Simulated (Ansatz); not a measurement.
## Computed properties of BeAlNO

BeAlNO:
```xyz
4
Lattice="2.9843 0.0000 0.0000 -1.4921 2.5845 0.0000 0.0000 0.0000 4.6520" Properties=species:S:1:pos:R:3 pbc="T T T"
Al     0.0000     1.7230     2.3784
Be     1.4921     0.8615     4.6132
O      0.0000     1.7230     0.5260
N      1.4921     0.8615     2.9494
```

Space group P3m1 (No. 156); conventional cell a = 2.984 Å, b = 2.984 Å, c = 4.652 Å, α = 90.00°, β = 90.00°, γ = 120.00°.

Method: PBEsol in the plane-wave PAW code Ansatz. Structure relaxed to zero pressure with the same functional. Other levels are named where they apply.

### Cell and energy

```json
{
  "volume_per_atom": "8.97 Å³",
  "density": "3.05 g/cm³",
  "Formation energy from the elements (no fitted shifts)": "-1.96 eV/atom"
}
```

### Electronic structure

```json
{
 "band_gap": "4.38 eV (direct)",
 "valence_band_maximum": "at Γ",
 "conduction_band_minimum": "at Γ",
 "electron_effective_mass": "0.39, 0.39, 0.46 mₑ (principal values)",
 "Hole effective mass, band 1 of 2 at the edge": "3.3 along x, 9.4 along z (mₑ)",
 "Hole effective mass, band 2 of 2 at the edge": "0.34 along x, 9.4 along z (mₑ)",
 "HSE06 gap on the PBEsol cell": "5.97 eV"
}
```

### Mechanics

```json
{
 "Bulk modulus (Birch–Murnaghan fit)": "193 GPa",
 "Pressure derivative B′": "3.8",
 "Elastic constants (relaxed ions, GPa)": "C11 = 344, C12 = 139, C13 = 104, C14 = -19.9, C33 = 359, C44 = 103",
 "mechanical_stability": "stable (all eigenvalues of C positive)",
 "hill_bulk_and_shear_moduli": "193 and 106 GPa",
 "Young's modulus": "269 GPa",
 "Poisson's ratio": "0.27",
 "debye_temperature_from_the_elastic_constants": "940 K",
 "Piezoelectric stress constants (proper, relaxed ions, C/m²)": "e15 = e24 = -0.44, e16 = e21 = -1.36, e22 = 1.36, e31 = e32 = 0.37, e33 = -1.40"
}
```

### Dielectric response

```json
{
 "Electronic dielectric constant ε∞ (DFPT)": "3.81 (xx = yy), 3.81 (zz)",
 "Static dielectric constant ε0 (ions relaxed, cell fixed)": "12.1 (xx = yy), 8.14 (zz)",
 "Born charges (a third of the trace)": "Al +2.50, Be +1.91, O -2.07, N -2.34 e",
 "Largest static χ(2) component": "4.7 pm/V"
}
```

### Phonons

```json
{
  "Highest zone-centre frequency (without LO–TO term)": "801 cm⁻¹",
  "zone_centre_stability": "no imaginary mode at Γ",
  "dynamical_stability_on_the_path": "stable (no imaginary branch)",
  "zero_point_energy": "96.6 meV/atom",
  "Vibrational entropy at 300 K": "11.1 J/(K·mol of atoms)"
}
```

The start of the workflow was typed in or built on a structure type; neither database checked (COD, Materials Project) lists it. Its standing as an ambient phase is unchecked. The cell was relaxed with PBEsol under the symmetry of its start. Signs of piezoelectric constants follow the polarity of the cell as given. The references are the lowest solids computed at this level, not always the standard phases (solids in place of the gases).

Potentials: the earlier of the program's two PAW sets. The files were generated under PBE; for other functionals the program regenerates the frozen cores, and for LDA and PBEsol the local potential too.
